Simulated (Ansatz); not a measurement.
## Notes on SrAl₂H₂

```yaml
crystal:
  lattice:
    - [2.27516, 3.94070, 0.00000]
    - [-2.27517, 3.94070, 0.00000]
    - [0.00000, 0.00000, 4.74752]
  atoms:
    - { symbol: H, position: [0.33330, 0.33340, 0.09760] }
    - { symbol: H, position: [0.66670, 0.66660, 0.90240] }
    - { symbol: Al, position: [0.33330, 0.33340, 0.45890] }
    - { symbol: Al, position: [0.66670, 0.66660, 0.54110] }
    - { symbol: Sr, position: [0.00000, 0.00000, 0.00000] }
```

Method: r2SCAN, no spin polarisation; PAW, plane waves to 500 eV, 9×9×7 Γ-centred mesh, fermi-dirac occupations (width 0.1368 eV) (Ansatz 0.2.0), atoms fixed.

Stress: The pressure is -0.8 GPa (compression positive), so with the atoms held at these fractions the cell would first shrink.
Formation energy: -0.37 eV an atom against the elements' usual phases (free molecules for gases, crystals otherwise, with no correction for O₂ or N₂), so it is bound against them; other compounds may still compete. Relaxing would lower it.
Charges: Bader charges in e: Sr +1.46, Al +0.10, H -0.83. In the mean Sr gives up most and H takes most.
Forces: The largest is on H2 (and as large on other atoms): 0.12 eV/Å, components (0.00, 0.00, -0.12). It makes 0° with the line to a nearest neighbour, Al4 at 1.72 Å, pointing towards it.
Electronic structure: It is a metal, with about 0.11 states/eV a cell as the mean within 0.25 eV of the Fermi level, mostly Al p (84 %).

Origin: a database entry at a rescaled volume.
